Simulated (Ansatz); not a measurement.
## Relaxation path: bcc Ta (100), 5 layers

DFT, LDA, PAW with Ansatz's default frozen-core files, scalar-relativistic (Ansatz 0.2.0); a Γ-centred 11×11×1 k mesh, Fermi–Dirac smearing of 0.05 eV, no spin polarisation. The run relaxes the atoms in the fixed cell.

Command: `ansatz run input.yaml --threads 2 --pin off --max-ram 4096MiB --backend cpu --events-out ev --progress --plain --runs-dir out` It took 25 s on 2 threads of Intel(R) Xeon(R) 6975P-C (Granite Rapids), with other jobs on the host, peak memory 0.52 GiB.

```yaml
crystal:
  lattice:
    - [3.2528507656, 0.0, 0.0]
    - [0.0, 3.2528507656, 0.0]
    - [0.0, 0.0, 22.5057]
  atoms:
    - { symbol: Ta, position: [0.0, 0.0, 0.3554654704] }
    - { symbol: Ta, position: [0.5, 0.5, 0.427732735] }
    - { symbol: Ta, position: [0.0, 0.0, 0.5] }
    - { symbol: Ta, position: [0.5, 0.5, 0.572267265] }
    - { symbol: Ta, position: [0.0, 0.0, 0.6445345296] }
kpoints:
  mp_grid: { grid: [11, 11, 1] }
scf:
  occupations: { method: fermi_dirac, width: 0.05 }
hamiltonian:
  xc: lda
  pseudopotentials: { kind: paw }
output:
  forces: true
  stress: true
  eigenvalues: true
relax:
  f_tol: 0.01
  max_steps: 40
efield:
  axis: 3
  amplitude: 0
  dipole_correction: true
```

Each step lists its free energy a cell above the last geometry, and Cartesian positions (Å) with forces (eV/Å).

The first step:

```
step 1  dF = 370.55 meV
  Ta 0.0000 0.0000 8.0000   0.0000 0.0000 1.5681
  Ta 1.6264 1.6264 9.6264   0.0000 0.0000 -1.5745
  Ta 0.0000 0.0000 11.2529   0.0000 0.0000 0.0000
  Ta 1.6264 1.6264 12.8793   0.0000 0.0000 1.5745
  Ta 0.0000 0.0000 14.5057   0.0000 0.0000 -1.5681
```

Spin–orbit coupling is left out, which matters for the heavy atoms. The PAW files were made under PBE.

Question: Where does the relaxation end, and by which steps?

Answer: After 6 geometries, with a shortest distance of 2.696 Å. The further steps:
```
step 2  dF = 208.79 meV
  Ta 0.0000 0.0000 8.1947   0.0000 0.0000 -0.9617
  Ta 1.6264 1.6264 9.4900   0.0000 0.0000 1.8352
  Ta 0.0000 0.0000 11.2529   0.0000 0.0000 0.0000
  Ta 1.6264 1.6264 13.0157   0.0000 0.0000 -1.8352
  Ta 0.0000 0.0000 14.3110   0.0000 0.0000 0.9617
step 3  dF = 40.02 meV
  Ta 0.0000 0.0000 8.2558   0.0000 0.0000 -0.1838
  Ta 1.6264 1.6264 9.6540   0.0000 0.0000 -0.5427
  Ta 0.0000 0.0000 11.2529   0.0000 0.0000 0.0000
  Ta 1.6264 1.6264 12.8517   0.0000 0.0000 0.5427
  Ta 0.0000 0.0000 14.2499   0.0000 0.0000 0.1838
step 4  dF = 1.59 meV
  Ta 0.0000 0.0000 8.1774   0.0000 0.0000 0.0915
  Ta 1.6264 1.6264 9.5922   0.0000 0.0000 0.0127
  Ta 0.0000 0.0000 11.2529   0.0000 0.0000 0.0000
  Ta 1.6264 1.6264 12.9135   0.0000 0.0000 -0.0127
  Ta 0.0000 0.0000 14.3283   0.0000 0.0000 -0.0915
step 5  dF = 0.02 meV
  Ta 0.0000 0.0000 8.1921   0.0000 0.0000 0.0118
  Ta 1.6264 1.6264 9.5995   0.0000 0.0000 -0.0073
  Ta 0.0000 0.0000 11.2529   0.0000 0.0000 0.0000
  Ta 1.6264 1.6264 12.9062   0.0000 0.0000 0.0073
  Ta 0.0000 0.0000 14.3136   0.0000 0.0000 -0.0118
step 6  dF = 0.00 meV
  Ta 0.0000 0.0000 8.1936   0.0000 0.0000 -0.0005
  Ta 1.6264 1.6264 9.5996   0.0000 0.0000 0.0008
  Ta 0.0000 0.0000 11.2529   0.0000 0.0000 0.0000
  Ta 1.6264 1.6264 12.9061   0.0000 0.0000 -0.0008
  Ta 0.0000 0.0000 14.3121   0.0000 0.0000 0.0005
```
